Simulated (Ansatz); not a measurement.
# Point defect: Au vacancy in Au

Theory: Ansatz, DFT LDA, scalar-relativistic, plane waves, PAW. Settings: 420 eV cutoff, 4×4×4 k-mesh, Gaussian smearing of 0.10 eV, no spin polarisation.

Host crystal, relaxed:

```
Au
1.0
     0.00000    2.02432    2.02432
     2.02432    0.00000    2.02432
     2.02432    2.02432    0.00000
Au
1
Direct
  0.00000 0.00000 0.00000
```

Supercell of 27 atoms, rows in host cell vectors: 0 0 -3; 0 3 -3; 3 0 -3. Atoms relax at the host's cell, keeping the symmetry that the supercell leaves at the site. The cell is small, so energies carry finite-size errors of tenths of an eV. The host is a metal.

Spin-orbit coupling is left out, which matters for the bands and energies of heavy elements.

Defect: Au vacancy set at (0.000, 0.000, 0.000) of the host cell. Before relaxation its nearest neighbours are 12 Au at 2.86 Å.

```tsv
charge	moment (μB)	largest move (Å)	atoms near the site
0	0.00	0.05	12 Au at 2.81 Å
```

Cost: 2 runs of about 8.1 core-minutes in all, on Intel Xeon Processor @ 2.70GHz (shared hosts).